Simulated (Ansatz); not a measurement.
Cr (bcc (W type), Im-3m), a = 2.7883 Å, b = 2.7883 Å, c = 2.7883 Å, α = 90.00°, β = 90.00°, γ = 90.00°; the cell used has 1 atom.

This is the LDA-relaxed structure.

**Question.** All from the program Ansatz at the LDA level (PAW), unless another level is named. Predict the Poisson's ratio.

**Answer.** 0.30.

**Question.** Give the elastic constants (relaxed ions, GPa).

**Answer.** C11 = 566, C12 = 168, C44 = 103.

Symmetry was held in the LDA relaxation. The workflow began spin-polarised and lost its moments. Textbook magnetic order: a spin-density-wave antiferromagnet. As this level gives no gap, shear constants depend on the k-mesh and smearing (Fermi–Dirac, 0.1 eV here).

Potentials: the later of the program's two PAW sets.
